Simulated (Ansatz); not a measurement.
**What moves the field gradients of La2MgSe4?**

Cell of run 1: a Materials Project structure (computed, not necessarily an observed phase), taken as it stands.

Space group I-42d (No. 122); a = 8.8251, c = 9.3688 Å.

```csv
site,Wyckoff,site symmetry,x,y,z
La,8d,.2.,0.1327,0.2500,0.6250
Mg,4a,-4..,0.0000,0.0000,0.0000
Se,16e,1,0.0683,0.1993,0.3070
```

One atom of each set is listed; the run and its k-mesh use a cell of 14 atoms with edges of 7.80, 7.80, 7.80 Å.

All runs are DFT with Ansatz 0.2.0 (plane waves and PAW, scalar-relativistic unless spin–orbit coupling is named, Γ-centred meshes, Fermi–Dirac smearing where given) in this cell.

Run 1: PBE, atoms as given; 420 eV, 5×5×5 k-points, smearing 0.02 eV.
Run 2: r2SCAN, atoms as given; 500 eV, 5×5×5 k-points, smearing 0.02 eV.
Run 3: PBE with spin–orbit coupling, atoms as given; 420 eV, 5×5×5 k-points, smearing 0.02 eV.

```
run  La V_zz (η)  Mg V_zz (η)   Se V_zz (η)
  1  9.68 (0.54)  1.92 (0.00)  -8.40 (0.94)
  2            ?            ?             ?
  3  9.75 (0.54)  1.91 (0.00)  -8.39 (0.94)
```

V_zz in 10²¹ V/m².

(1) Estimate the row of run 2.

Results:

(1) La: 9.83 (0.58); Mg: 1.95 (0.00); Se: -8.16 (0.88). It lies nearest to run 3, from whose tensors on these sites it differs by 0.49 at most (largest principal value of the difference, on Se). Taken one at a time, the functional (r2SCAN with its higher cutoff) moves the tensors on these sites by up to 0.51 (largest principal value of the change, on Se), spin–orbit coupling by 0.08 (La).
